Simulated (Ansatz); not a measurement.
Relaxed NaF (rock salt):

```
CELL_PARAMETERS angstrom
      0.00000     4.70157     4.70157
      2.35078     2.35078     4.70157
      2.35078     2.35078     0.00000
ATOMIC_POSITIONS crystal
  F  0.00000 0.00000 0.00000
  F  0.50000 0.00000 0.00000
  Na 0.00000 0.50000 0.50000
  Na 0.50000 0.50000 0.50000
```

The atoms are displaced by Q × the pattern below (from a DFPT mode at X = (0.5, 0.5, 0.0), largest move 1; Q in Å), at fixed cell. It is one choice among 2 degenerate patterns. (q is in reciprocal vectors of the primitive cell; the cell shown is doubled to hold the pattern.)

```csv
atom,x,y,z
F1,0.000,-0.845,0.000
F2,0.000,0.845,0.000
Na3,0.000,1.000,0.000
Na4,0.000,-1.000,0.000
```

Computed with PBE (plane waves to 420 eV, PAW, scalar-relativistic; Ansatz, a first-principles code). k mesh 12×12×12 (Γ-centred), Fermi-Dirac smearing 0.05 eV. NaF was relaxed with its symmetry unable to fall. The relaxed volume of NaF is well above the measured one; the method has no dispersion term. 

```csv
Q (Å),−dE/dQ from forces (eV/Å)
-0.280,1.541
-0.233,1.276
-0.187,1.014
-0.140,0.755
-0.093,0.501
-0.047,0.250
0.000,0.000
0.047,-0.249
0.093,-0.501
0.140,-0.755
0.187,-1.014
0.233,-1.276
0.280,-1.541
```

Question: What harmonic wavenumber does the curvature at Q = 0 give?

Answer: 141 cm⁻¹. E″ = 5.34 eV/Å², M = Σ mᵢ|uᵢ|² = 73.1 u, ν̃ = 521.5·√(|E″|/M).

(For displaced atoms, the force is minus the slope of the energy, and its curvature is a force constant, which sets phonon frequencies.)
